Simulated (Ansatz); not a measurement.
All numbers below come from DFT PBE, scalar-relativistic, plane waves, PAW (Ansatz 0.2.0). All cells share a 420 eV cutoff and Γ-centred k meshes spaced at most about 0.3 Å⁻¹ (about 0.25 or finer for metals, 2π included). No spin polarisation in the final relaxations.

All energies are static (0 K, no zero-point motion).

Two forms of Tl2F were relaxed alike.

1.

```cif
data_structure
_symmetry_space_group_name_H-M 'P6/mmm'
_symmetry_Int_Tables_number 191
_cell_length_a 3.5795
_cell_length_b 3.5795
_cell_length_c 8.0268
_cell_angle_alpha 90.000
_cell_angle_beta 90.000
_cell_angle_gamma 120.000
_cell_volume 89.07
loop_
_atom_site_label
_atom_site_type_symbol
_atom_site_symmetry_multiplicity
_atom_site_Wyckoff_symbol
_atom_site_fract_x
_atom_site_fract_y
_atom_site_fract_z
_atom_site_occupancy
Tl1 Tl 2 e 0.00000 0.00000 0.28576 1
F1 F 1 a 0.00000 0.00000 0.00000 1
```

2.

```cif
data_structure
_symmetry_space_group_name_H-M 'Pn-3m:1'
_symmetry_Int_Tables_number 224
_cell_length_a 5.9077
_cell_length_b 5.9077
_cell_length_c 5.9077
_cell_angle_alpha 90.000
_cell_angle_beta 90.000
_cell_angle_gamma 90.000
_cell_volume 206.18
loop_
_atom_site_label
_atom_site_type_symbol
_atom_site_symmetry_multiplicity
_atom_site_Wyckoff_symbol
_atom_site_fract_x
_atom_site_fract_y
_atom_site_fract_z
_atom_site_occupancy
Tl1 Tl 4 c 0.75000 0.75000 0.75000 1
F1 F 2 a 0.00000 0.00000 0.00000 1
```

Question: Which is lower in energy, and by how much?

Answer: Cell 1 is lower, by 46 meV/atom. Cell 1 has space group P6/mmm (No. 191), 29.7 Å³/atom and no gap on its mesh; cell 2 has the cuprite type, space group Pn-3m (No. 224), 34.4 Å³/atom and no gap. Counting F atoms around Tl (those within 1.25 times the shortest such distance or 1.15 times the sum of covalent radii, 1.27 where that leaves under three; the shortest distance is added where it exceeds 1.18 times the sum of covalent radii), cell 1 has Tl 1 and cell 2 has Tl 2 from 2.6 Å. The denser one is the lower, and pressure would at first widen the difference. In cell 1, Tl is surrounded by 1 F at 2.29 Å and 7 Tl at 3.44–3.58 Å; F is surrounded by 2 Tl at 2.29 Å. In cell 2, Tl is surrounded by 2 F at 2.56 Å and 12 Tl at 4.18 Å; around F lie 4 Tl at 2.56 Å. Both come from invented guesses. A third cell relaxed alike, in P4/mmm, lies 52 meV/atom below the lower of the two.

These runs have no spin–orbit coupling, which can matter for Tl. In P6/mmm an odd number of electrons in the primitive cell allows no gap without spin; a larger cell or a magnetic state could open one. Cells relaxed within their symmetry can be saddle points.
